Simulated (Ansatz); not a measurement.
# Sn$_{2}$Pb$_{3}$Se$_{5}$ (R-3m)

Theory: DFT PBE, scalar-relativistic, plane waves, PAW (Ansatz 0.2.0).

Plane waves to 420 eV, a k mesh through Γ of 12×12×12 on the computed 10-atom cell and Gaussian smearing (0.10 eV); no spin polarisation.

The structure is relaxed at this level of theory with its symmetry kept, and needn't be the ground state of this composition.

Space group R-3m (No. 166), trigonal, a = 4.353 Å, c = 53.349 Å. Around Sn lie 6 Se at 3.04–3.05 Å; Pb on a site of symmetry 3m is surrounded by 6 Se at 3.10–3.11 Å; Pb on a site of symmetry -3m is surrounded by 6 Se at 3.10 Å; Se on a site of symmetry 3m is surrounded by 3 Sn at 3.04 Å and 3 Pb at 3.11 Å; Se on a site of symmetry -3m is surrounded by 6 Sn at 3.05 Å; Se on a second site of symmetry 3m is surrounded by 6 Pb at 3.10 Å.

| Quantity | Value |
| --- | --- |
| Volume per atom | 29.18 Å³ |
| Formation energy from the elements' standard states (uncorrected) | -0.509 eV/atom |
| Kohn–Sham band gap | 0.03 eV |
| Orbital (Löwdin) character of the top 1 eV of the valence band | Se 4p 65 %, Sn 5s 15 %, Pb 6p 7 % |
| Orbital (Löwdin) character of the lowest 1 eV of the conduction band | Pb 6p 42 %, Sn 5p 31 %, Se 4s 12 %, Se 4p 11 % |
| Bader charge by site (e) | Sn (2 in the cell) 0.89, Pb (2 in the cell) 0.87, Pb (1 in the cell) 0.88, Se (2 in the cell) -0.88, Se (1 in the cell) -0.87, Se (2 in the cell) -0.88 |

Spin-orbit coupling is left out, which matters for the bands of heavy elements.

The cell was found from a structure generator's guess, not taken from experiment. Kohn–Sham gaps at this level usually fall short of measured ones. Löwdin shares on free-atom orbitals overweight diffuse shells in the empty bands.
